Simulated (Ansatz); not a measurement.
Relaxed-ion elastic tensor of YCu (CsCl type, space group No. 221) in GPa (Voigt order), the program Ansatz at the PBEsol level (PAW); density 6.30 g/cm³, 20.08 Å³ per atom.

```
      1     2     3     4     5     6
-  ----  ----  ----  ----  ----  ----
1   125  54.8  54.8   0.0   0.0   0.0
2  54.8   125  54.8   0.0   0.0   0.0
3  54.8  54.8   125   0.0   0.0   0.0
4   0.0   0.0   0.0  40.0   0.0   0.0
5   0.0   0.0   0.0   0.0  40.0   0.0
6   0.0   0.0   0.0   0.0   0.0  40.0
```

Problem. Is the crystal mechanically stable?

Solution. Yes: the smallest eigenvalue of C is 40.0 GPa.

Problem. Work out the Voigt, Reuss and Hill averages.

Solution. K_V = 78.2, K_R = 78.2, K_H = 78.2; G_V = 38.0, G_R = 37.9, G_H = 38.0 GPa.

Problem. Give Young's modulus, Poisson's ratio, Pugh's ratio and the universal anisotropy index.

Solution. E = 9KG/(3K + G) = 98.0 GPa; ν = 0.29; K/G = 2.06 (ductile by the Pugh limit of 1.75); A_U = 5G_V/G_R + K_V/K_R − 6 = 0.02.

Problem. Estimate the sound speeds and the Debye temperature.

Solution. v_l = √((K + 4G/3)/ρ) = 4520 m/s, v_t = √(G/ρ) = 2450 m/s, mean 2740 m/s; Θ = (h/k)(3n/4πV)^(1/3) v_m = 300 K.

Problem. Give the Zener ratio and Young's modulus along [100], [110] and [111].

Solution. A = 2C44/(C11 − C12) = 1.14; 1/E = S11 − 2(S11 − S12 − S44/2)Γ with Γ = 0, 1/4, 1/3 gives 91.6, 99.5, 103 GPa.

Problem. Solve the Christoffel equation for the three sound speeds along [100], [110], [111].

Solution. Eigenvalues of C_ijkl n_j n_l equal ρv². In km/s, slowest first: [100] 2.52, 2.52, 4.45; [110] 2.36, 2.52, 4.54; [111] 2.41, 2.41, 4.57.

Space group Pm-3m (CsCl type). The first step of the workflow began from a Materials Project structure, measured or hypothetical; the Crystallography Open Database copy checked does not list it. With Y and Cu taken as one species the cell has the higher symmetry Im-3m, so it may be an ordered model of a mixed-site phase. Its standing as an ambient phase is unchecked. Symmetry was held in the PBEsol relaxation; of distortions, only those at the zone centre were tested. No spin polarisation was allowed. As this level gives no gap, shear constants depend on the k-mesh and smearing (Fermi–Dirac, 0.1 eV here).

Potentials: the later of the program's two PAW sets.
